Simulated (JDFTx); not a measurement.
Reference run:

Al(110) slab cut from bulk Al (space group Fm-3m, indices of the conventional cell, lattice of the Materials Project entry mp-134, not re-optimised): 5 atoms in 5 planes, a 1x1 cell of 11.54 Å² (|a| = 4.039, |b| = 2.856 Å), 5.7 Å between the outermost planes, cell height 21.7 Å, 6×8×1 k mesh, Fermi smearing 0.01 Ha, no spin polarisation.

The reference is PBE, GBRV ultrasoft potentials, plane waves to 20/100 Ha; code: JDFTx (a modified build). Unrelaxed; liquid: CANDLE, water, 1 M NaF. U vs SHE = −μ/e − 4.44 V throughout (conventional absolute potential of the hydrogen electrode).

| density cutoff alone | work function (eV) | U_pzc (V) | mean C above U_pzc (μF/cm²) | k states × plane waves | cycles, vacuum run | rough core time, vacuum run |
|---|---|---|---|---|---|---|
| 80 Ha | 4.05 | -0.74 | 18 over 0.5 V | 20 × 7213 | 17 | 3 min |
| 100 Ha | 4.05 | -0.74 | 18 over 0.5 V | 20 × 7213 | 17 | 3 min |
| 130 Ha | 4.05 | -0.74 | 18 over 0.5 V | 20 × 7213 | 17 | 3 min |
| 200 Ha | 4.05 | -0.74 | 18 over 0.5 V | 20 × 7213 | 17 | 3 min |

The work function stays within 0.01 eV over all these settings; capacitances repeat to about ±0.2 μF/cm². Core times come from shared machines and are rough, one run each.
